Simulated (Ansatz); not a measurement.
**Notes on Mg2S**

```yaml
crystal:
  lattice:
    - [1.57342, 2.72524, 0.00000]
    - [-1.57342, 2.72524, 0.00000]
    - [-1.57342, 0.90841, 5.29163]
  atoms:
    - { symbol: S, position: [0.00000, 0.00000, 0.00000] }
    - { symbol: Mg, position: [0.25000, 0.50000, 0.75000] }
    - { symbol: Mg, position: [0.75000, 0.50000, 0.25000] }
```

Single point in Ansatz 0.2.0 with PBE, no spin polarisation. Cutoff 420 eV, PAW datasets, 11×11×11 Γ-centred k mesh, gaussian filling (width 0.1657 eV).

Task: Where is the largest force?

Result: The largest is on Mg2 (and as large on other atoms): 3.88 eV/Å, components (0.00, 0.00, -3.88). It makes 126° with the line to a nearest neighbour, S1 at 2.25 Å.

Task: Metal or insulator?

Result: It is a metal, with about 0.23 states/eV a cell as the mean within 0.25 eV of the Fermi level.

Task: How is the charge shared?

Result: Bader charges in e: Mg +1.01, S -2.02. In the mean Mg gives up most and S takes most.

Task: What do density and ELF say about some of the short contacts?

Result: S–Mg at 2.25 Å: least valence density 0.33 e/Å³ and ELF 0.13 there. Both are smooth PAW fields, read partly inside the augmentation spheres.

Task: Is the cell too large or too small?

Result: The pressure is 40.5 GPa (compression positive), so with the atoms held at these fractions the cell would first expand; the forces are large, so a full relaxation may end otherwise. The principal stresses 34.5, 43.5, 43.5 GPa differ, so its shape would change too.

Origin: a known structure type with other elements, at an estimated volume, so it need not be a known compound. Caveats: atoms or cell far from equilibrium; wide smearing.
